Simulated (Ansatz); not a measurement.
Tl:
```
Tl
1.0
    3.49345     0.00000     0.00000
   -1.74673     3.02542     0.00000
    0.00000     0.00000     5.58922
Tl
2
Direct
  0.33333   0.66667   0.75000
  0.66667   0.33333   0.25000
```

Relaxed with PBE+D3(BJ). Special points in fractions of this cell's reciprocal vectors: Γ (0.000, 0.000, 0.000); M (0.500, 0.000, 0.000); K (0.333, 0.333, 0.000); A (0.000, 0.000, 0.500); L (0.500, 0.000, 0.500); H (0.333, 0.333, 0.500).

List the band energies nearest the Fermi level at these points for PBE+D3(BJ) (plane waves, PAW; program Ansatz).

In eV from the Fermi level; about four levels below and three above (degenerate sets whole), none deeper than 8.9 eV; points with the same levels are listed once.

| k | below | above |
|---|---|---|
| Γ | -5.19 -2.77 | 7.71 7.71 9.72 9.72 |
| M | -5.80 -4.70 -0.80 | 0.45 1.28 3.66 |
| K | -4.66 -4.66 -1.30 | 1.64 1.64 2.69 |
| A | -8.50 -8.50 | 3.17 3.17 8.66 8.66 8.66 8.66 |
| L | -4.80 -4.80 -2.23 -2.23 | 5.38 5.38 5.91 5.91 |
| H | -4.19 -4.19 -0.91 -0.91 | 0.17 0.17 7.39 7.39 |

Space group P6_3/mmc (hcp (Mg type)). The PBE+D3(BJ) relaxation kept the symmetry of its start. The pairwise dispersion correction was not fitted to metals. Scalar-relativistic: spin–orbit coupling is off unless named, which matters more the heavier the elements.

Potentials: the later of the program's two PAW sets.
